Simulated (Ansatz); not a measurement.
GaSb:
```xyz
2
Lattice="0.0000 3.0657 3.0657 3.0657 0.0000 3.0657 3.0657 3.0657 0.0000" Properties=species:S:1:pos:R:3 pbc="T T T"
Sb     4.5986     4.5986     4.5986
Ga     0.0000     0.0000     0.0000
```

DFT-r²SCAN in the program Ansatz with PAW potentials gives a gap of 0.42 eV without spin–orbit coupling, maximum at Γ, minimum at Γ.

Question: What happens when spin–orbit coupling is switched on?

Answer: The gap decreases by 0.22 eV, to 0.20 eV; maximum at Γ, minimum at Γ.

Question: How large is the spin–orbit splitting of the valence top at Γ?

Answer: The fourfold level lies 0.70 eV above the split-off pair.

Question: Give the electron effective mass with spin–orbit coupling.

Answer: 0.014 mₑ (isotropic).

Question: Give the hole effective mass with spin–orbit coupling, band 1 of 2 at the edge.

Answer: 0.23 along [100], 0.42 along [110], 0.57 along [111] (mₑ).

Question: Give the hole effective mass with spin–orbit coupling, band 2 of 2 at the edge.

Answer: 0.015 along [100], 0.015 along [110], 0.015 along [111] (mₑ).

Question: Give the Z2 indices of the occupied bands with spin–orbit coupling.

Answer: 0;(000).

Space group F-43m (zinc blende). The cell was relaxed with r²SCAN under the symmetry of its start; of distortions, only those at the zone centre were tested.

Potentials: the later of the program's two PAW sets.
